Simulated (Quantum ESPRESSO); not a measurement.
## Ga2MgSiN4 (a curve over strain)

A calculation, not a measurement. The program is pw.x of Quantum ESPRESSO 7.5 (plane-wave density functional theory). The cell is made up: 8 atoms on a zincblende/diamond lattice, with randomly drawn elements, strain and displacements, not relaxed. PseudoDojo standard norm-conserving files (v0.5 for PBE, v0.4.1 for LDA and PBEsol) set the functional; there is no spin polarisation, spin-orbit coupling or dispersion term, and the masses in the input are unused placeholders.

Seven runs add a strain to one cell (the same along x and y); the atoms follow the cell and are not relaxed. Stress in the table is positive in tension.

Input of the run at +0.0017:

```
&control calculation='scf', pseudo_dir='./dojo.nc.sr.pbe.v0_5.standard.upf', outdir='./o', disk_io='medium', tprnfor=.true., tstress=.true. /
&system ibrav=0, nat=8, ntyp=4, nbnd=36, ecutwfc=84.00895049, nosym=.true., tot_charge=0,
 occupations='smearing', smearing='fd', degauss=0.0018374661
/
&electrons conv_thr=7.350e-09, electron_maxstep=60, /
ATOMIC_SPECIES
Ga 1.0 Ga.upf
Mg 1.0 Mg.upf
N 1.0 N.upf
Si 1.0 Si.upf
CELL_PARAMETERS angstrom
4.5973 0.0211 -0.0048
0.0211 4.5565 -0.0055
-0.0048 -0.0055 4.5642
ATOMIC_POSITIONS angstrom
Ga 0.0889 0.1254 0.1179
Mg -0.0965 2.2431 2.2941
Ga 2.3448 -0.1214 2.3001
Si 2.3538 2.3035 -0.0308
N 1.2205 1.327 1.1173
N 1.1552 3.4643 3.2866
N 3.5378 1.1613 3.3947
N 3.4502 3.4037 1.262
K_POINTS automatic
4 4 4 1 1 1
```

```
added strain  free energy less that of the input shown (eV)  stress xx (GPa)  stress yy (GPa)  stress zz (GPa)  stress xy (GPa)  pressure (GPa)  iterations
     -0.0230                                         0.0318            -6.64            -4.90            -0.19            -0.31            3.91          12
     -0.0079                                        -0.0189            -0.71             0.68             3.50             0.06           -1.16          13
     -0.0056                                        -0.0177             0.13             1.47             4.00             0.11           -1.86          13
     +0.0017                                         0.0000             2.67             3.85             5.52             0.26           -4.02          13
     +0.0039                                         0.0096             3.41             4.54             5.96             0.31           -4.64          13
     +0.0182                                         0.1155             7.85             8.70             8.52             0.56           -8.35          13
     +0.0205                                         0.1393             8.51             9.32             8.89             0.59           -8.91          13
```

A cubic fit gives a slope of stress xx against the added strain of 343 GPa at zero added strain, with the atoms clamped. Across the table the free energy follows the integral of the stress to within 1.0 meV. A rerun of one of the cells at 1437 eV and a 6 x 6 x 6 mesh moved values by no more than 0.004 eV in energy, 0.02 GPa in stress and 0.003 eV/Å in force.